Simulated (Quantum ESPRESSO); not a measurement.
# MgBe3Te4 (changed cell): field gradients at the nuclei

```yaml
crystal:
  lattice:
    - [5.89545, 0.00000, 0.00000]
    - [0.00000, 5.89545, 0.00000]
    - [0.00000, 0.00000, 5.89545]
  atoms:
    - { symbol: Mg, position: [0.00000, 0.00000, 0.00000] }
    - { symbol: Te, position: [0.26623, 0.26623, 0.26623] }
    - { symbol: Be, position: [0.00000, 0.50000, 0.50000] }
    - { symbol: Te, position: [0.26623, 0.73377, 0.73377] }
    - { symbol: Be, position: [0.50000, 0.00000, 0.50000] }
    - { symbol: Te, position: [0.73377, 0.26623, 0.73377] }
    - { symbol: Be, position: [0.50000, 0.50000, 0.00000] }
    - { symbol: Te, position: [0.73377, 0.73377, 0.26623] }
```
The cell was made here from a computed Materials Project entry: one of 4 Be replaced by Mg, cell and atoms relaxed (PBE without dispersion, pw.x of a modified build of Quantum ESPRESSO, symmetry kept). The parent is BeTe in F-43m; whether this form has been observed was not checked. The swapped cell is a model, not a known phase. Stability against distortions was not tested.

Convention: |Vzz| is the largest principal value, η_Q = (Vxx − Vyy)/Vzz, |C_Q| = |eQVzz/h|. Cores are frozen. Te had no test against all-electron runs. Spin–orbit coupling is left out, a limit on Te.

Quadrupole moments taken as inputs (sizes, barn, from the tables of PySCF and pymatgen): ²⁵Mg 0.199, ⁹Be 0.0529.

Problem. What do the calculations give at each independent site (field gradients by the PAW reconstruction of the field gradient on a scalar-relativistic PBE ground state (Quantum ESPRESSO, JTH datasets), 20 Ha, k-mesh 4×4×4 through Γ)?

Solution. 
```csv
site,site symmetry,Vzz (10²¹ V/m²),η_Q,∣C_Q∣ (MHz)
Mg (atom 1),-43m,0,–,0 (²⁵Mg)
"Te (atoms 2, 4, 6, 8)",3m,-17.11,0.00,–
"Be (atoms 3, 5, 7)",-42m,under 0.2,–,under 0.25 (⁹Be)
```
